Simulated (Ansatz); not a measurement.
HfC:
```cif
data_C3Hf3
_chemical_formula_sum 'Hf3 C3'
_space_group_name_H-M_alt 'Pm-3m'
_space_group_IT_number 221
_space_group_name_Hall '-P 4 2 3'
_cell_length_a 4.51552
_cell_length_b 4.51552
_cell_length_c 4.51552
_cell_angle_alpha 90.000
_cell_angle_beta 90.000
_cell_angle_gamma 90.000
loop_
_atom_site_label
_atom_site_type_symbol
_atom_site_symmetry_multiplicity
_atom_site_Wyckoff_symbol
_atom_site_fract_x
_atom_site_fract_y
_atom_site_fract_z
_atom_site_occupancy
Hf1 Hf 3 c 0.00000 0.50000 0.50000 1
C1 C 3 d 0.00000 0.00000 0.50000 1
```

Relaxed with PBEsol.

Problem. Which orbitals make up the states near the Fermi level in PBEsol in the plane-wave PAW code Ansatz?

Solution. Within 0.5 eV of the Fermi level: Hf 5d 54 %, C 2p 40 %. Projections are on Löwdin-orthogonalised atomic valence shells; empty p or d shells of many metals are not among them.

Problem. Tabulate the density of states.

Solution. States/eV per cell of 6 atoms, in 0.25 eV bins, energy from the Fermi level.

```
E (eV)  total  Hf 5d  C 2p  Hf 6s
------  -----  -----  ----  -----
-7.85    0.00   0.00  0.00   0.00
-7.60    0.00   0.00  0.00   0.00
-7.35    0.00   0.00  0.00   0.00
-7.10    0.00   0.00  0.00   0.00
-6.85    0.00   0.00  0.00   0.00
-6.60    0.00   0.00  0.00   0.00
-6.35    0.00   0.00  0.00   0.00
-6.10    0.00   0.00  0.00   0.00
-5.85    0.00   0.00  0.00   0.00
-5.60    0.00   0.00  0.00   0.00
-5.35    0.00   0.00  0.00   0.00
-5.10    0.00   0.00  0.00   0.00
-4.85    0.22   0.08  0.10   0.02
-4.60    0.86   0.31  0.41   0.09
-4.35    1.71   0.54  0.85   0.22
-4.10    4.82   1.37  2.33   0.81
-3.85    4.52   1.63  1.97   0.64
-3.60    3.29   1.27  1.42   0.40
-3.35    2.26   0.77  1.20   0.17
-3.10    2.78   1.02  1.49   0.15
-2.85    3.80   1.48  2.02   0.13
-2.60    4.97   1.98  2.63   0.14
-2.35    7.67   2.99  4.19   0.16
-2.10    6.37   2.61  3.24   0.22
-1.85    2.93   0.98  1.71   0.04
-1.60    2.14   0.79  1.19   0.03
-1.35    3.47   1.47  1.75   0.07
-1.10    5.88   2.86  2.48   0.23
-0.85    4.08   1.88  1.84   0.13
-0.60    2.80   1.27  1.30   0.07
-0.35    3.18   1.55  1.43   0.04
-0.10    4.87   2.92  1.70   0.03
0.15     3.73   2.10  1.40   0.04
0.40     2.58   1.16  1.22   0.05
0.65     4.29   1.51  2.45   0.07
0.90     5.02   2.02  2.76   0.08
1.15     5.48   2.97  2.21   0.14
1.40     5.18   3.55  1.33   0.11
1.65     3.89   2.33  1.30   0.15
1.90     1.29   0.84  0.29   0.13
2.15     0.71   0.51  0.11   0.07
2.40     1.33   1.00  0.19   0.09
2.65     1.46   1.16  0.17   0.07
2.90     1.48   1.22  0.16   0.05
3.15     1.49   1.26  0.14   0.04
3.40     1.70   1.47  0.14   0.03
3.65     2.04   1.74  0.20   0.03
3.90     1.93   1.63  0.21   0.02
4.15     2.69   2.18  0.37   0.03
4.40     4.53   3.38  0.88   0.06
4.65     4.70   3.42  0.98   0.06
```

The start of the workflow was typed in or built on a structure type; neither database checked (COD, Materials Project) lists it. It is not the phase usual at ambient conditions (space group No. 225). The cell was relaxed with PBEsol under the symmetry of its start; its stability against distortions is not shown here. No spin polarisation was allowed. Its formation energy is positive at this level, so the cell may be metastable or incomplete. Spin–orbit coupling is left out wherever it is not named.

Potentials: the earlier of the program's two PAW sets. The files were generated under PBE; for other functionals the program regenerates the frozen cores, and for LDA and PBEsol the local potential too.
